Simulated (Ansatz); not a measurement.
TePd:
```xyz
2
Lattice="3.4494 0.0000 0.0000 0.0000 3.4494 0.0000 0.0000 0.0000 3.4494" Properties=species:S:1:pos:R:3 pbc="T T T"
Pd     0.0000     0.0000     0.0000
Te     1.7247     1.7247     1.7247
```

Relaxed with PBE. Special points in fractions of this cell's reciprocal vectors: Γ (0.000, 0.000, 0.000); X (0.000, 0.500, 0.000); M (0.500, 0.500, 0.000); R (0.500, 0.500, 0.500).

List the band energies nearest the Fermi level at these points for PBE in the plane-wave PAW code Ansatz.

In eV from the Fermi level; about four levels below and three above (degenerate sets whole), none deeper than 8.9 eV; points with the same levels are listed once.

```csv
k,below,above
Γ,-2.45 -2.45 -2.45 -0.94 -0.94 -0.94,2.15 6.47 6.47
X,-3.72 -3.72 -3.50 -2.41 -1.74,2.13 2.13 5.06
M,-2.92 -2.92 -2.05 -1.87,0.64 1.15 8.54 8.54
R,-5.99 -5.99 -5.99 -1.84 -1.84,0.52 0.52 0.52
```

Space group Pm-3m (CsCl type). A made-up cell: these elements were put on the sites of a structure type; neither database checked (COD, Materials Project) lists it. COD files the formula under space group No. 194, so this cell is another polymorph or a model. Whether it is the stable phase at ambient conditions was not checked. Symmetry was held in the PBE relaxation; its stability against distortions is not shown here. The run is not spin-polarised. Spin–orbit coupling is left out wherever it is not named.

Potentials: the earlier of the program's two PAW sets.
